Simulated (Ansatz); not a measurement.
Q: Name crystals whose computed values (plane-wave PAW HSE06 (Ansatz code)) fall in these windows: B₀ by P(V) fit (GPa) 220 to 290; gap (eV) 4.5 to 6.3.

A: 

```csv
crystal,B₀ by P(V) fit (GPa),gap (eV)
"HfO2, fluorite",271,5.41
"AlN, rock salt",280,6.14
"HfO2, rutile",221,5.65
```
Others may fit too.

Not the usual ambient phase: HfO2, fluorite; AlN, rock salt; HfO2, rutile. All cells were relaxed under the symmetry of their starts (and spin orders); stability against distortions was not tested throughout. Rows with no word on spin ran without spin polarisation. Spin–orbit coupling is left out wherever it is not named.

Potentials: the later of the program's two PAW sets.
